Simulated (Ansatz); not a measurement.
Ge:
```
CELL_PARAMETERS angstrom
      5.94947     0.00000     0.00000
      0.00000     5.94947     0.00000
      0.00000     0.00000     7.08022
ATOMIC_POSITIONS crystal
  Ge 0.08416 0.08416 0.00000
  Ge 0.41584 0.58416 0.75000
  Ge 0.91584 0.91584 0.50000
  Ge 0.58416 0.41584 0.25000
  Ge 0.16936 0.37273 0.24440
  Ge 0.12727 0.66936 0.99440
  Ge 0.83064 0.62727 0.74440
  Ge 0.87273 0.33064 0.49440
  Ge 0.66936 0.12727 0.00560
  Ge 0.62727 0.83064 0.25560
  Ge 0.33064 0.87273 0.50560
  Ge 0.37273 0.16936 0.75560
```

This is the r²SCAN-relaxed structure. x, y and z are the axes in which the lattice vectors are written.

Q: All from r²SCAN in the plane-wave PAW code Ansatz, unless another level is named. Estimate the Debye temperature from the elastic constants.

A: 367 K.

Q: Next, the elastic constants (relaxed ions, GPa)?

A: C11 = 169, C12 = 18.8, C13 = 28.0, C33 = 96.2, C44 = 57.1, C66 = 46.9.

Q: What about the piezoelectric stress constants (proper, relaxed ions, C/m²)?

A: e14 = -0.20, e25 = 0.20.

Space group P4_32_12. The first step of the workflow began from a Materials Project structure, measured or hypothetical; the Crystallography Open Database files this formula in space group No. 96, but the cells were not matched. It is not the phase usual at ambient conditions (space group No. 227). The r²SCAN relaxation kept the symmetry of its start; its stability against distortions is not shown here. Signs of piezoelectric constants follow the polarity of the cell as given.

Potentials: the earlier of the program's two PAW sets.
